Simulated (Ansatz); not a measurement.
TiO2:
Space group Pbca (No. 61); a = 5.1356 Å, b = 9.1906 Å, c = 5.4545 Å, α = β = γ = 90.00°

```tsv
atom	site	symmetry	x	y	z
Ti	8c	1	0.1382	0.3710	0.4057
O	8c	1	0.4646	0.2698	0.3899
O	8c	1	0.3172	0.4898	0.1491
```

This is the r²SCAN-relaxed structure.

### Question
All from the program Ansatz at the r²SCAN level (PAW), unless another level is named. Predict the hole effective mass.

### Answer
1.4, 1.4, 1.7 mₑ (principal values).

### Question
Give the electron effective mass.

### Answer
0.62, 5.0, 6.8 mₑ (principal values).

### Question
And the band gap?

### Answer
2.74 eV (direct).

### Question
Give the HSE06 gap on the r²SCAN cell.

### Answer
3.87 eV.

### Question
And the valence-band maximum?

### Answer
at Γ.

The cell was relaxed with r²SCAN under the symmetry of its start. The run is not spin-polarised.

Potentials: the earlier of the program's two PAW sets. The files were generated under PBE; for other functionals the program regenerates the frozen cores, and for LDA and PBEsol the local potential too.
